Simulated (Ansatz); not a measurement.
Start of a relaxation of Mg2MoH:

```xyz
4
Lattice="3.7438 0.0000 0.0000 -1.8719 3.2422 0.0000 0.0000 0.0000 6.0052" Properties=species:S:1:pos:R:3 pbc="T T T"
Mg    0.0000    2.1615    5.0830
Mg    1.8719    1.0807    0.9222
H     0.0000    0.0000    0.0000
Mo    0.0000    0.0000    3.0026
```

All numbers below come from DFT PBE, scalar-relativistic, plane waves, PAW (Ansatz). Cutoff 420 eV, Gaussian smearing, Γ-centred meshes. Cell and atoms relax first on a coarse mesh and then on a finer one. In between, the cell is made exact in the group found at 0.06 Å. In metals the finer mesh still leaves noise of several meV/atom or more. The steps can't lower the symmetry of their start. No spin polarisation in the relaxation; trial moments died out in a coarse test.

A guess keeps its type if space group and coordination stay and the shape of the cell changes little (axis ratios within about 15 %, angles within 6°); the volume may change.

Q: Will the relaxed cell still be of the starting type?

A: It doesn't keep its type. The symmetry stays P-3m1 (No. 164). The volume per atom shrinks by 21.2 %, from 18.2 to 14.4 Å³. The shortest distance goes from 2.35 Å (Mg–H) to 2.27 Å (Mg–H). The ratio c/a of the conventional cell changes by a factor of 1.59. Counting neighbours within 15 % of an atom's shortest distance, the start has H 6, Mg 3, Mo 8 and the end H 6, Mg 3, Mo 12. In detail, at the end Mg has 3 H at 2.27 Å, 3 Mo at 2.86 Å and 6 Mg at 2.96 Å; H is surrounded by 6 Mg at 2.27 Å; around Mo lie 6 Mg at 2.86 Å and 6 Mo at 2.96 Å.

```cif
data_structure
_symmetry_space_group_name_H-M 'P-3m1'
_symmetry_Int_Tables_number 164
_cell_length_a 2.9613
_cell_length_b 2.9613
_cell_length_c 7.5647
_cell_angle_alpha 90.000
_cell_angle_beta 90.000
_cell_angle_gamma 120.000
_cell_volume 57.45
loop_
_atom_site_label
_atom_site_type_symbol
_atom_site_symmetry_multiplicity
_atom_site_Wyckoff_symbol
_atom_site_fract_x
_atom_site_fract_y
_atom_site_fract_z
_atom_site_occupancy
Mg1 Mg 2 d 0.33333 0.66667 0.80349 1
H1 H 1 a 0.00000 0.00000 0.00000 1
Mo1 Mo 1 b 0.00000 0.00000 0.50000 1
```

The last run used an 18×18×6 mesh (in the run's order of axes) for its 4-atom cell and Gaussian smearing of 0.10 eV. Symmetry constrained the relaxation, so the result can be a saddle point.
